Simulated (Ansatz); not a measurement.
Input:

Y$_{3}$Si$_{5}$:
```yaml
crystal:
  lattice:
    - [6.49870, 0.00000, 0.00000]
    - [-3.24935, 5.62804, 0.00000]
    - [0.00000, 0.00000, 4.15446]
  atoms:
    - { symbol: Y, position: [0.00000, 0.64556, 0.00000] }
    - { symbol: Y, position: [0.64556, 0.00000, 0.00000] }
    - { symbol: Y, position: [0.35444, 0.35444, 0.00000] }
    - { symbol: Si, position: [0.66667, 0.33333, 0.50000] }
    - { symbol: Si, position: [0.33333, 0.66667, 0.50000] }
    - { symbol: Si, position: [0.00000, 0.26261, 0.50000] }
    - { symbol: Si, position: [0.26261, 0.00000, 0.50000] }
    - { symbol: Si, position: [0.73739, 0.73739, 0.50000] }
```

This is the PBEsol-relaxed structure.

Q: All from plane-wave PAW PBEsol (Ansatz code), unless another level is named. Give the electronic character.

A: metallic (no gap).

Q: Next, the formation energy from the elements (no fitted shifts)?

A: -0.77 eV/atom.

Q: And the density of states at the Fermi level?

A: 0.35 states/eV per atom (mean over ±0.08 eV).

Q: Next, the gap with spin–orbit coupling?

A: none (metallic).

Space group P-62m. The start of the workflow was typed in or built on a structure type; neither database checked (COD, Materials Project) lists it. Whether it is the stable phase at ambient conditions was not checked. The PBEsol relaxation kept the symmetry of its start; its stability against distortions is not shown here. The run is not spin-polarised. The references are the lowest solids computed at this level, not always the standard phases. Scalar-relativistic: spin–orbit coupling is off unless named, which matters more the heavier the elements.

Potentials: the earlier of the program's two PAW sets. The files were generated under PBE; for other functionals the program regenerates the frozen cores, and for LDA and PBEsol the local potential too.
